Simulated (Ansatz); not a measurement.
# CdPtC₆N₆: gradients before and after relaxing the atoms

Start: a structure deposited in the COD.

Space group Fm-3m (No. 225); a = 10.9461 Å.

| site | Wyckoff | site symmetry | x | y | z |
| --- | --- | --- | --- | --- | --- |
| Cd | 4b | m-3m | 0.5000 | 0.5000 | 0.5000 |
| Pt | 4a | m-3m | 0.0000 | 0.0000 | 0.0000 |
| C | 24e | 4m.m | 0.5000 | 0.8144 | 0.5000 |
| N | 24e | 4m.m | 0.5000 | 0.7142 | 0.5000 |

One atom of each set is listed; the run and its k-mesh use a cell of 14 atoms with edges of 7.74, 7.74, 7.74 Å.

All values are calculated (Ansatz; DFT, PBE, plane waves and PAW, scalar-relativistic, 420 eV cutoff, Γ-centred 5×5×5 k-points, Fermi–Dirac smearing 0.05 eV), not measured.

The largest force at the start is 9.0 eV/Å. Relaxing the ions at fixed cell moves them by 0.035 Å at most (atom 9, N) and 0.028 Å rms. End positions:

Cd (0.5000, 0.5000, 0.5000)
Pt (0.0000, 0.0000, 0.0000)
C (0.5000, 0.8167, 0.5000)
N (0.5000, 0.7110, 0.5000)

| site | moved (Å) | first shell before | first shell after | V_zz before (10²¹ V/m²) | η before |
| --- | --- | --- | --- | --- | --- |
| C | 0.025 | 1 N at 1.10 Å, 1 Pt at 2.03 Å, angle 180° | 1 N at 1.16 Å, 1 Pt at 2.01 Å, angle 180° | -4.02 | 0.00 |
| N | 0.035 | 1 C at 1.10 Å | 1 C at 1.16 Å | -7.05 | 0.00 |

**Question.** What are V_zz and η after the relaxation?

**Answer.** 

```csv
site,V_zz after,η after,change of V_zz
C,-3.81,0.00,+0.21
N,-5.87,0.00,+1.18
```

The largest change of V_zz is on N, from -7.05 to -5.87. In per cent, |V_zz| changes by -5 on C, -17 on N (all sites that start above 0.5). Sites without a gradient aren't listed. Forces this large mark an entry whose positions are poorly determined or wrongly transcribed.

Without spin–orbit coupling the gradients at and beside Pt can be off by some per cent, at some sites by more. The database entry as given showed forces above 3 eV/Å or a pressure above 30 GPa, though relaxing it moves no atom far.
